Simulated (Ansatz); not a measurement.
Co$_{3}$Si:
```cif
data_Co6Si2
_chemical_formula_sum 'Co6 Si2'
_space_group_name_H-M_alt 'P 1'
_space_group_IT_number 1
_cell_length_a 4.88929
_cell_length_b 4.88929
_cell_length_c 3.90293
_cell_angle_alpha 90.000
_cell_angle_beta 90.000
_cell_angle_gamma 120.000
loop_
_space_group_symop_operation_xyz
  'x, y, z'
loop_
_atom_site_label
_atom_site_type_symbol
_atom_site_fract_x
_atom_site_fract_y
_atom_site_fract_z
_atom_site_occupancy
Co1 Co 0.16640 0.33280 0.75000 1
Co2 Co 0.83360 0.66720 0.25000 1
Co3 Co 0.83360 0.16640 0.25000 1
Co4 Co 0.16640 0.83360 0.75000 1
Co5 Co 0.66720 0.83360 0.75000 1
Co6 Co 0.33280 0.16640 0.25000 1
Si1 Si 0.66667 0.33333 0.75000 1
Si2 Si 0.33333 0.66667 0.25000 1
```

Relaxed with PBEsol.

Task: Which orbitals make up the states near the Fermi level in DFT-PBEsol in the program Ansatz with PAW potentials?

Result: Within 0.5 eV of the Fermi level: Co 3d 94 %. Projections are on Löwdin-orthogonalised atomic valence shells; empty p or d shells of many metals are not among them.

Task: Tabulate the density of states.

Result: States/eV per cell of 8 atoms, in 0.25 eV bins, energy from the Fermi level.

```
E (eV)  total  Co 3d  Si 3p  Co 4s
------  -----  -----  -----  -----
-7.85    0.07   0.00   0.03   0.03
-7.60    0.25   0.02   0.10   0.11
-7.35    0.39   0.04   0.15   0.17
-7.10    1.34   0.18   0.60   0.46
-6.85    2.77   0.49   1.20   0.81
-6.60    2.11   0.47   0.85   0.55
-6.35    1.99   0.51   0.83   0.46
-6.10    3.44   1.06   1.43   0.67
-5.85    3.03   1.08   1.18   0.54
-5.60    2.26   0.86   0.86   0.38
-5.35    2.07   0.86   0.74   0.32
-5.10    2.54   1.20   0.85   0.35
-4.85    4.81   2.50   1.44   0.71
-4.60    5.90   3.31   1.71   0.70
-4.35    7.51   5.11   1.52   0.73
-4.10    9.59   7.12   1.58   0.68
-3.85    9.69   7.25   1.32   0.85
-3.60    5.94   4.60   0.81   0.35
-3.35    8.19   7.03   0.51   0.36
-3.10   12.34  11.07   0.40   0.42
-2.85   13.90  12.48   0.55   0.27
-2.60    5.62   4.99   0.34   0.06
-2.35    8.82   7.96   0.46   0.10
-2.10   13.81  12.71   0.61   0.12
-1.85   15.06  13.58   0.83   0.17
-1.60    7.28   6.75   0.31   0.08
-1.35   10.33   9.77   0.14   0.18
-1.10   11.58  10.97   0.16   0.13
-0.85   16.56  15.78   0.20   0.18
-0.60   15.23  14.05   0.24   0.27
-0.35   20.46  19.49   0.21   0.31
-0.10    8.54   7.85   0.20   0.26
0.15     8.07   7.41   0.23   0.23
0.40    10.94  10.40   0.20   0.15
0.65     4.64   3.81   0.41   0.20
0.90     3.03   2.18   0.47   0.16
1.15     4.04   2.86   0.75   0.18
1.40     4.00   2.60   0.87   0.21
1.65     3.39   1.96   0.87   0.21
1.90     3.03   1.57   0.89   0.21
2.15     2.86   1.35   0.92   0.21
2.40     2.52   1.08   0.85   0.20
2.65     2.22   0.87   0.80   0.17
2.90     1.82   0.66   0.70   0.14
3.15     1.65   0.54   0.65   0.14
3.40     1.19   0.36   0.45   0.12
3.65     1.00   0.28   0.35   0.13
3.90     1.21   0.30   0.26   0.30
4.15     1.57   0.34   0.31   0.36
4.40     2.76   0.59   0.54   0.68
4.65     2.78   0.60   0.81   0.59
```

Space group P6_3/mmc. The first step of the workflow began from a Materials Project structure, measured or hypothetical; the Crystallography Open Database copy checked does not list it. Its standing as an ambient phase is unchecked. The PBEsol relaxation kept the symmetry of its start; its stability against distortions is not shown here. No spin polarisation was allowed.

Potentials: the later of the program's two PAW sets.
